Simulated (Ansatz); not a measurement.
Consider the following.

MoSe2 (2H-MoS2 type, space group P6_3/mmc)

```
MoSe2
1.0
    3.27711     0.00000     0.00000
   -1.63855     2.83806     0.00000
    0.00000     0.00000    12.73180
Mo Se
2 4
Direct
  0.33333   0.66667   0.25000
  0.66667   0.33333   0.75000
  0.33333   0.66667   0.61852
  0.66667   0.33333   0.11852
  0.66667   0.33333   0.38148
  0.33333   0.66667   0.88148
```

Equation-of-state scan: isotropic scaling of the cell above, V₀ being its volume. The atoms relax within the cell's symmetry.

Computed with PBE-D3(BJ) (plane waves to 420 eV, PAW, scalar-relativistic; Ansatz, a quantum-chemistry and plane-wave program). k mesh 12×12×3 (Γ-centred), Fermi-Dirac smearing 0.05 eV. E stands for the smeared free energy. Compression counts positive. With the shape held, the modulus is that of even scaling; a crystal free to change shape is softer. MoSe2 is run without spin polarisation. MoSe2 was relaxed with its symmetry unable to fall. The zero of ΔE is the relaxed starting cell.

The scan covers V/V₀ from 0.900 to 1.100 in 9 points.

**Question.** What is the fitted pressure derivative B₀′?

**Answer.** 4.8.

**Question.** What bulk modulus at fixed cell shape B₀ follows from a third-order Birch-Murnaghan fit?

**Answer.** 63.7 GPa.

(A scan under strain: stresses follow from slopes of the energy per volume, elastic moduli from its curvatures.)
